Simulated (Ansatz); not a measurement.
## Calculated ¹⁴N nuclear quadrupole resonance for BH₆N

Cell: a computed structure from the Materials Project (it need not be an observed phase).

```cif
data_BH6N
_symmetry_space_group_name_H-M 'Cmc2_1'
_symmetry_Int_Tables_number 36
_cell_length_a 6.0401
_cell_length_b 6.5148
_cell_length_c 6.0556
_cell_angle_alpha 90.000
_cell_angle_beta 90.000
_cell_angle_gamma 90.000
loop_
_atom_site_label
_atom_site_type_symbol
_atom_site_symmetry_multiplicity
_atom_site_Wyckoff_symbol
_atom_site_fract_x
_atom_site_fract_y
_atom_site_fract_z
B B 4 a 0.5000 0.6526 0.2906
H3 H 4 a 0.5000 0.6864 0.9333
H5 H 8 b 0.6374 0.8752 0.0517
H9 H 4 a 0.5000 0.7670 0.4502
H11 H 8 b 0.1657 0.0440 0.2905
N N 4 a 0.5000 0.7834 0.0684
```

One atom of each set is listed; the run and its k-mesh use a cell of 16 atoms with edges of 4.44, 4.44, 6.06 Å.

Method: Kohn–Sham DFT in Ansatz, PBE, plane waves and PAW, scalar-relativistic, 420 eV cutoff, Γ-centred 7×7×5 k-points, Fermi–Dirac smearing 0.05 eV.

¹⁴N: I = 1, Q = 20.44 mb (year-2017 value). Static lattice, zero field.

Q: At which frequencies do the ¹⁴N NQR lines lie?

A: For I = 1 the lines are ν± = (3/4)|C_Q|(1 ± η/3) and ν₀ = |C_Q|η/2.

| site | atoms | V_zz (10²¹ V/m²) | C_Q (MHz) | η | line frequencies (MHz) |
| --- | --- | --- | --- | --- | --- |
| N | 2 | -2.54 | -1.26 | 0.07 | 0.0424, 0.920, 0.963 |
